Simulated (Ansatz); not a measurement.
Orbital character of the bands of BiP

```yaml
crystal:
  lattice:
    - [0.00000, 2.92388, 2.92388]
    - [2.92388, 0.00000, 2.92388]
    - [2.92388, 2.92388, 0.00000]
  atoms:
    - { symbol: Bi, position: [0.00000, 0.00000, 0.00000] }
    - { symbol: P, position: [0.50000, 0.50000, 0.50000] }
```

Atoms are numbered in the order listed.

The structure comes from a relaxation in the same program, started in the rocksalt type, and has space group Fm-3m. Whether it is a known phase or the ground state wasn't checked.

Spin–orbit coupling is left out, though it moves levels of the heavy atoms by tenths of an eV or more.

Computed with DFT, PBE, all-electron LAPW, scalar-relativistic (Ansatz 0.2.0).

Sampling and basis: a Γ-centred 12×12×12 k mesh, Fermi–Dirac smearing of 0.05 eV, basis error target 0.25 meV/atom, no spin polarisation.

Weights are projections on a minimal set of Löwdin-orthogonalised atomic shells, summed over atoms of an element; the rest lies outside that basis, and weights on diffuse cation s shells are inflated where empty shells are missing from it. Energies are in eV from the valence-band top.

Points: X (0.500, 0.000, 0.500), W (0.500, 0.250, 0.750).

```
           state              character
    X, -11.26 eV                      ?
     X, -8.37 eV                      ?
     X, -5.94 eV  Bi 6p 53 %, P 3p 47 %
X, -3.69 eV (×2)                      ?
    W, -10.73 eV                      ?
     W, -9.65 eV  P 3s 86 %, Bi 6p 13 %
W, -5.03 eV (×2)  Bi 6p 50 %, P 3p 49 %
     W, -0.30 eV   P 3p 89 %, Bi 6s 9 %
```

Q: Give the missing entry: row "X, -11.26 eV", column "character".

A: Bi 6s 71 %, P 3s 29 %.

Q: Give the missing entry: row "W, -10.73 eV", column "character".

A: Bi 6s 91 %, P 3p 9 %.

Q: Fill in "character" for the row "X, -8.37 eV".

A: P 3s 70 %, Bi 6s 29 %.

Q: Fill in "character" for the row "X, -3.69 eV (×2)".

A: P 3p 56 %, Bi 6p 44 %.
